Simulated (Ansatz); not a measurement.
All numbers below come from Ansatz 0.2.0, DFT PBE, scalar-relativistic, plane waves, PAW. Cutoff 420 eV, Γ-centred meshes of about 0.25 Å⁻¹ or finer for metals and 0.3 Å⁻¹ for insulators (2π included), Gaussian smearing. No spin polarisation.

These are static total energies at zero pressure.

Two forms of Cd3S5 were relaxed alike.

A.

Space group P-62m (No. 189). a = 7.079 Å, b = 7.079 Å, c = 5.019 Å, α = 90.00°, β = 90.00°, γ = 120.00°
| atom | site | symmetry | x | y | z |
| --- | --- | --- | --- | --- | --- |
| Cd | 3g | m2m | 0.6523 | 0.0000 | 0.5000 |
| S | 4h | 3.. | 0.3333 | 0.6667 | 0.2078 |
| S | 1b | -62m | 0.0000 | 0.0000 | 0.5000 |

B.

Space group P-3m1 (No. 164). a = 4.103 Å, b = 4.103 Å, c = 12.492 Å, α = 90.00°, β = 90.00°, γ = 120.00°
| atom | site | symmetry | x | y | z |
| --- | --- | --- | --- | --- | --- |
| Cd | 2d | 3m. | 0.6667 | 0.3333 | 0.8758 |
| Cd | 1b | -3m. | 0.0000 | 0.0000 | 0.5000 |
| S | 2d | 3m. | 0.6667 | 0.3333 | 0.2266 |
| S | 2d | 3m. | 0.6667 | 0.3333 | 0.3946 |
| S | 1a | -3m. | 0.0000 | 0.0000 | 0.0000 |

Question: Which is lower in energy, and by how much?

Answer: B is lower, by 82 meV/atom. A has space group P-62m (No. 189), 27.2 Å³/atom and no gap on its mesh; B has space group P-3m1 (No. 164), 22.8 Å³/atom and no gap. Counting S atoms around Cd (those within 1.25 times the shortest such distance or 1.15 times the sum of covalent radii; a plus sign parts nearer from farther groups), A has Cd 1+4 and B has Cd 6. A and B both hold S–S pairs. The denser one is the lower, and pressure would at first widen the difference. Both come from trial cells of a structure search.

The zero gap of P-3m1 may come from the functional, which often closes small gaps, or the cell may be a true semimetal. With atoms moved at random, A (by 29 meV/atom) and B (by 9 meV/atom) fell into a lower structure.
